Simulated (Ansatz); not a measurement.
According to the program Ansatz at the PBEsol level (PAW), AlAg in the orthorhombic phase (Cmcm; Ag on 4c, Al on 4c) relaxes to a = 2.819 Å, b = 10.456 Å, c = 4.489 Å. Against the elements it lies at 19 meV/atom, with no fitted shifts.

Electronic character: metallic (no gap).

The start of the workflow was typed in or built on a structure type; neither database checked (COD, Materials Project) lists it. Its standing as an ambient phase is unchecked. The cell was relaxed with PBEsol under the symmetry of its start; its stability against distortions is not shown here. The run is not spin-polarised. Axis ratios of metals converge slowly with the k-mesh, so a and c are less sure than the volume. The references are the lowest solids computed at this level, not always the standard phases. Spin–orbit coupling is left out wherever it is not named.

Potentials: the later of the program's two PAW sets.
